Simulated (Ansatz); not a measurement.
# What one resistivity implies

Surface loss at microwave frequencies, Drude damping in the near infrared and electronic heat conduction all follow from the resistivity and the plasma energy of a metal.

The yardstick is fcc Ag. Frequency 100 GHz, photon energy 1.2 eV, T = 300 K, Lorenz number 2.44×10⁻⁸ WΩ/K². All rows are cubic metals, run without spin polarisation.

Data:

Methods, by column (Ansatz, a plane-wave PAW program): resistivity, plasma energy, N(E_F): PBEsol, Boltzmann equation with harmonic phonons, 300 K, mean over directions.

Definitions used: R_s = √(πfμ₀ρ) = 6.283 mΩ × √(f ρ); ħγ = ħε₀ω_p²ρ = 0.1345 meV × (ħω_p)² ρ; quality = ω/γ; κ_e = L₀T/ρ = 732/ρ.

| crystal | ρ (μΩ·cm) | ħω_p (eV) | N(E_F) (states/eV/atom) | surface resistance (mΩ) | damping ħγ (meV) | Drude quality | electronic κ (W/(m·K)) |
|---|---|---|---|---|---|---|---|
| YSe (rock salt) | 30 | 6.4 | 0.50 | 340 | 165 | 7.3 | 24 |
| YS (rock salt) | 20 | 6.9 | 0.45 | 280 | 128 | 9.4 | 37 |
| LaTe (rock salt) | 24 | 4.9 | 0.79 | 310 | 77.5 | 15 | 31 |
| LaSe (rock salt) | 18 | 5.4 | 0.63 | 270 | 70.6 | 17 | 41 |
| fcc Ag, reference | 1.6 | 9.2 | 0.26 | 79 | 18.2 | 66 | 460 |

Not checked to be the ambient phase: YSe (rock salt); YS (rock salt); LaTe (rock salt); LaSe (rock salt). Spin–orbit coupling is left out unless named.

Worked example:

For LaSe (rock salt), step by step:

1. R_s = 6.283 × √(100 × 18) = 270 mΩ
2. ħγ = 0.1345 × 5.4² × 18 = 70.6 meV
3. Drude quality: 1200/70.6 = 17
4. κ_e = 732/18 = 41 W/(m·K)

Result:

By Drude quality (highest first): fcc Ag (66 ± 12), LaSe (rock salt) (17 ± 3.2) ≈ LaTe (rock salt) (15 ± 2.9), YS (rock salt) (9.4 ± 1.8) ≈ YSe (rock salt) (7.3 ± 1.4). The ± follows from allowances picked for this note (resistivity 12 %, plasma energy 4 %, 12 % for the model), carried to first order and added in quadrature; ≈ joins neighbours closer than their two ± added in quadrature. On this figure 0 of 4 candidates do clearly better than the reference.

Pareto front for high Drude quality and high plasma energy: fcc Ag (66, 9.2). The reference is on the front.

Caveats:

Only phonon scattering is included, so films lose more. Interband absorption, often the larger optical loss, is outside the Drude quality. Resistivities move by up to 12 % from half the mesh. The rows are a sample of cubic metals; oxides, V to Ni (no spin in these runs) and Tl, Pb, Bi were not drawn. Limits of the draw: cubic metals without O, V to Ni, Tl, Pb or Bi. As a rule kept out of such tables: 4f compounds, open-shell compounds run without a Hubbard term, cells found unstable in the tests at hand, cells close to a higher symmetry, and runs set to a pressure or over 12 % in volume from the crystal's fullest run.
